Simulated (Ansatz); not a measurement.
TiN (rock salt), conventional cell a = b = c = 4.2469 Å, α = β = γ = 90.00°. The calculation uses the primitive cell of 2 atoms, to which meshes and values per cell refer.

The relaxed cell is deformed in two ways at once: its volume V is scaled, and at that volume it is stretched along z (the c axis of the conventional cell) so that c/a changes. Fractional atomic positions are held.

All values below come from PBE (plane waves to 420 eV, PAW, scalar-relativistic; Ansatz, a program for electronic structure). k mesh 19×19×19 (Γ-centred), Fermi-Dirac smearing 0.05 eV. Stress and pressure are positive under compression. With partly filled bands, the response to shear is sensitive to the k mesh, so small differences along c/a are uncertain. TiN is run without spin polarisation. TiN was relaxed with its symmetry unable to fall. 

| σzz (GPa) | V/V₀ = 0.960 | V/V₀ = 0.973 | V/V₀ = 0.987 | V/V₀ = 1.000 | V/V₀ = 1.013 | V/V₀ = 1.027 | V/V₀ = 1.040 |
|---|---|---|---|---|---|---|---|
| (c/a)/(c/a)₀ = 0.960 | ? | 24.1 | 19.0 | 14.2 | 9.8 | 5.6 | ? |
| (c/a)/(c/a)₀ = 0.973 | 23.0 | 18.0 | 13.3 | 8.8 | 4.7 | 0.9 | -2.7 |
| (c/a)/(c/a)₀ = 0.987 | ? | 12.6 | 8.2 | 4.1 | 0.3 | -3.3 | -6.6 |
| (c/a)/(c/a)₀ = 1.000 | 12.3 | 7.9 | 3.8 | 0.0 | -3.6 | -6.9 | -10.0 |
| (c/a)/(c/a)₀ = 1.013 | 7.8 | 3.7 | -0.1 | -3.7 | -7.0 | -10.1 | -13.0 |
| (c/a)/(c/a)₀ = 1.027 | 3.5 | -0.3 | -3.8 | -7.1 | -10.2 | -13.1 | -15.7 |
| (c/a)/(c/a)₀ = 1.040 | -0.3 | -3.9 | -7.2 | -10.3 | -13.1 | -15.7 | -18.2 |

Task: Complete the blanks.

Result: 
- (c/a)/(c/a)₀ = 0.960, V/V₀ = 0.960: 29.5
- (c/a)/(c/a)₀ = 0.960, V/V₀ = 1.040: 1.7
- (c/a)/(c/a)₀ = 0.987, V/V₀ = 0.960: 17.3

(Under strain, the slope of the energy per volume gives the stress and its curvature an elastic modulus.)
